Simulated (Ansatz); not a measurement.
## Property card for FeAs

FeAs:
```cif
data_As4Fe4
_chemical_formula_sum 'Fe4 As4'
_space_group_name_H-M_alt 'P 1'
_space_group_IT_number 1
_cell_length_a 3.33480
_cell_length_b 5.53110
_cell_length_c 6.07723
_cell_angle_alpha 90.000
_cell_angle_beta 90.000
_cell_angle_gamma 90.000
loop_
_space_group_symop_operation_xyz
  'x, y, z'
loop_
_atom_site_label
_atom_site_type_symbol
_atom_site_fract_x
_atom_site_fract_y
_atom_site_fract_z
_atom_site_occupancy
Fe1 Fe 0.00000 0.75404 0.79554 1
Fe2 Fe 0.50000 0.74596 0.20446 1
Fe3 Fe 0.50000 0.24596 0.29554 1
Fe4 Fe 0.00000 0.25404 0.70446 1
As1 As 0.00000 0.95655 0.42559 1
As2 As 0.50000 0.54345 0.57441 1
As3 As 0.50000 0.04345 0.92559 1
As4 As 0.00000 0.45655 0.07441 1
```
The run is spin-polarised; directions of the spins, atom by atom: ↑ ↓ ↑ ↓ 0 0 0 0.

Space group Pnma (No. 62); conventional cell a = 5.531 Å, b = 3.335 Å, c = 6.077 Å, α = 90.00°, β = 90.00°, γ = 90.00°.

Method: the program Ansatz at the r²SCAN level (PAW). Geometry: relaxed at this level of theory. Other levels are named where they apply.

**Cell and energy**

```json
{
 "volume_per_atom": "14.01 Å³",
 "density": "7.75 g/cm³"
}
```

**Electronic structure**

```json
{
  "electronic_character": "metallic (no gap)",
  "Density of states at the Fermi level": "0.07 states/eV per atom (mean over ±0.08 eV)"
}
```

**Magnetism**

```json
{
  "magnetic_order": "antiferromagnetic",
  "net_moment": "0.00 μB per atom"
}
```

**Charges**

```json
{
  "bader_charges": "Fe +0.47, As -0.47 e"
}
```

The workflow started from an entry of the Crystallography Open Database (COD). Whether it is the stable phase at ambient conditions was not checked. Symmetry was held in the r²SCAN relaxation, as lowered by the spin order; its stability against distortions is not shown here. Spin order of the final state: antiferromagnetic, chosen from 4 collinear starts compared on coarse meshes (ties went to the first, and starts can fall back to one state), not a proven ground state. Other orbital occupations within this spin state were not tried. For itinerant 3d metals, meta-GGAs of the SCAN family and hybrids are commonly reported to give too large moments. Point labels and valley counts follow the cell and symmetry of the run, lower than the named group. Scalar-relativistic: spin–orbit coupling is off unless named, which matters more the heavier the elements.

Potentials: the later of the program's two PAW sets.
